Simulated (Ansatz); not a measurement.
A relaxation computed with Ansatz, from input to last step.

```yaml
crystal:
  lattice:
    - [3.0132362566, 0.0, 0.0]
    - [-1.5066181283, 2.6095391458, 0.0]
    - [0.0, 0.0, 3.2052374963]
  atoms:
    - { symbol: Nb, position: [0.0, 0.0, 0.0] }
    - { symbol: B, position: [0.3333333333, 0.6666666667, 0.5] }
    - { symbol: B, position: [0.6666666667, 0.3333333333, 0.5] }
basis:
  ecutwfc: 500
kpoints:
  mp_grid: { grid: [18, 18, 12] }
hamiltonian:
  xc: r2scan
scf:
  occupations: { method: gaussian, width: 0.1 }
output:
  forces: true
  stress: true
  eigenvalues: true
relax:
  adjacent_minimum: "off"
  f_tol: 0.01
  max_steps: 30
  cell: { stress_tol: 0.1, fix: [volume] }
```

```bash
ansatz run input.yaml --threads 1 --pin off --max-ram 2560MiB --backend cpu --events-out ev --progress --plain --runs-dir out
```

These are results of DFT r2SCAN, scalar-relativistic, plane waves, PAW (Ansatz 0.2.0), not measurements.

The volume is held at 0.91 times that of the relaxed cell.

Of 3 frames 3 are shown, positions in Å and forces in eV/Å; the SCF threshold varies from step to step. Steps run on the plane waves of an earlier cell, with a Pulay correction in the pressure. The basis is chosen afresh for the last frame, the zero of the energies, and at times for earlier ones too; energy and pressure step there, also at an unchanged geometry.

```xyz
3
Lattice="3.0132 0.0000 0.0000 -1.5066 2.6095 0.0000 0.0000 0.0000 3.2052" Properties=species:S:1:pos:R:3:forces:R:3 pbc="T T T" step=1 free_energy_over_end_meV_per_atom=0.05 pressure_GPa=33.62
Nb    0.0000    0.0000    0.0000    0.0000    0.0000    0.0000
B     0.0000    1.7397    1.6026    0.0000    0.0000    0.0000
B     1.5066    0.8698    1.6026    0.0000    0.0000    0.0000
3
Lattice="3.0158 0.0000 0.0000 -1.5079 2.6118 0.0000 0.0000 0.0000 3.1997" Properties=species:S:1:pos:R:3:forces:R:3 pbc="T T T" step=2 free_energy_over_end_meV_per_atom=0.00 pressure_GPa=33.57
Nb    0.0000    0.0000    0.0000    0.0000    0.0000    0.0000
B     0.0000    1.7412    1.5999    0.0000    0.0000    0.0000
B     1.5079    0.8706    1.5999    0.0000    0.0000    0.0000
3
Lattice="3.0158 0.0000 0.0000 -1.5079 2.6118 0.0000 0.0000 0.0000 3.1997" Properties=species:S:1:pos:R:3:forces:R:3 pbc="T T T" step=3 free_energy_over_end_meV_per_atom=0.00 pressure_GPa=33.57
Nb    0.0000    0.0000    0.0000    0.0000    0.0000    0.0000
B     0.0000    1.7412    1.5999    0.0000    0.0000    0.0000
B     1.5079    0.8706    1.5999    0.0000    0.0000    0.0000
```

It took 69 s on 1 thread of Intel(R) Xeon(R) Processor @ 2.50GHz (Skylake/Cascade Lake), on a shared host, peak memory 0.49 GiB.